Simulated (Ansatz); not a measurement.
BaZrO₃:
```cif
data_BaO3Zr
_chemical_formula_sum 'Ba1 Zr1 O3'
_space_group_name_H-M_alt 'Pm-3m'
_space_group_IT_number 221
_space_group_name_Hall '-P 4 2 3'
_cell_length_a 4.18066
_cell_length_b 4.18066
_cell_length_c 4.18066
_cell_angle_alpha 90.000
_cell_angle_beta 90.000
_cell_angle_gamma 90.000
loop_
_atom_site_label
_atom_site_type_symbol
_atom_site_symmetry_multiplicity
_atom_site_Wyckoff_symbol
_atom_site_fract_x
_atom_site_fract_y
_atom_site_fract_z
_atom_site_occupancy
Ba1 Ba 1 a 0.00000 0.00000 0.00000 1
Zr1 Zr 1 b 0.50000 0.50000 0.50000 1
O1 O 3 c 0.00000 0.50000 0.50000 1
```

Relaxed with PBEsol. PBEsol in the plane-wave PAW code Ansatz gives a gap of 3.17 eV.

**Question.** What gap does HSE06 give on the same cell (Ansatz, PAW)?

**Answer.** 4.73 eV, 1.56 eV more. The hybrid was solved on a coarser mesh and at special points; its gap is the smallest among all of these.

| k | v1 PBEsol | c1 PBEsol | v1 HSE06 | c1 HSE06 |
|---|---|---|---|---|
| Γ | -0.18 | 3.17 | -0.26 | 4.73 |
| R | 0.00 | 6.02 | ? | ? |
| M | -0.05 | 5.73 | ? | ? |
| X | -0.41 | 3.55 | ? | ? |

**Question.** Top valence (v1) and lowest conduction level (c1) in eV from each method's valence maximum (which need not be a listed point): supply the withheld HSE06 values.

**Answer.** 
- X, v1 HSE06: -0.54
- X, c1 HSE06: 5.16
- R, v1 HSE06: 0.00
- R, c1 HSE06: 7.64
- M, v1 HSE06: -0.05
- M, c1 HSE06: 7.44

Cost on shared cores: the PBEsol run (SCF on a 7×7×7 mesh, then bands and DOS) very roughly 13 core-seconds, the HSE06 run (SCF on 4×4×4, then a few points) about 50 core-seconds (a rough figure); the tasks are unlike.

The cell was relaxed with PBEsol under the symmetry of its start. The run is not spin-polarised. Spin–orbit coupling is left out wherever it is not named.

Potentials: the later of the program's two PAW sets.
